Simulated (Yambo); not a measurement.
Yambo run on NaCoO2 (space group R-3m, No. 166). The wavefunctions are norm-conserving PBEsol (Quantum ESPRESSO, 96 Ry, no spin-orbit coupling) ones on a 6×6×6 mesh (19 occupied bands); a = b = c = 5.3807 Å, α = β = γ = 31.14°.

Yambo input:

```
rim_cut
gw0
dyson
el_el_corr
HF_and_locXC
cohsex
em1s
RandQpts= 1000000
RandGvec= 1 Ry
EXXRLvcs= 96 Ry
VXCRLvcs= 384 Ry
Chimod= "HARTREE"
% BndsRnXs
 6 | 65 |
%
NGsBlkXs= 7 Ry
% LongDrXs
 1.0 | 1.0 | 1.0 |
%
ExtendOut
% QPkrange
 16 | 16 | 19 | 20 |
 28 | 28 | 19 | 19 |
%
```

k points by index: 16 = (0.167, 0.167, -0.5), 28 = (0.333, 0.333, -0.5).

Table of the .qp output:

```
#    K-point    Band    Eo [eV]    E [eV]    E-Eo [eV]    Vxc [eV]    Vnlxc [eV]    Sc|Eo [eV]    Re(Z)    Im(Z)
#
    16    19    -0.231325    -1.331745    -1.100420    -28.78193    -36.20199    6.319644    1.000000    0.000000
    16    20    0.858503    1.225796    0.367293    -27.01539    -21.08353    -5.564558    1.000000    0.000000
    28    19    0.000000    -1.127585    -1.127585    -27.97835    -35.03226    5.926328    1.000000    0.000000
```
(The two width columns are left out.) Convergence of these settings isn't established.

Geometry relaxed with PBEsol.

The structure is a Materials Project entry; no match was found in the copy of COD used, and its stability was not checked.

The runs are not spin-polarised; magnetic order was not tried.
